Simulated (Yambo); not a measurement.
NaAlS₂O₈ (space group C2/m, No. 12), G0W0@PBEsol in Yambo with this input:

```
rim_cut
gw0
dyson
el_el_corr
HF_and_locXC
ppa
em1d
RandQpts= 1000000
RandGvec= 1 Ry
EXXRLvcs= 88 Ry
VXCRLvcs= 352 Ry
Chimod= "HARTREE"
% BndsRnXp
 2 | 222 |
%
NGsBlkXp= 7 Ry
% LongDrXp
 1.0 | 1.0 | 1.0 |
%
PPAPntXp= 27.2114 eV
% GbndRnge
 1 | 222 |
%
GTermKind= "BG"
DysSolver= "n"
ExtendOut
```

On a 2×2×2 mesh, with wavefunctions cut at 88 Ry, the gap ((-0.5, -0.5, 0) → Γ) is 8.511 eV and the valence edge shifts by -1.603 eV.

Problem. What happens with this change: no random integration?

Solution. The gap falls by 0.052 eV, to 8.459 eV; the shift of the valence edge becomes -1.493 eV. Neither run is shown to be the converged limit.

Geometry of the Materials Project entry, not relaxed at this level; primitive cell a = b = 4.711 Å, c = 7.309 Å, α = β = 92.54°, γ = 65.06°.

The structure is a Materials Project entry; no match was found in the copy of COD used, and its stability was not checked.

A shift is the quasiparticle energy of the state minus its PBEsol energy.
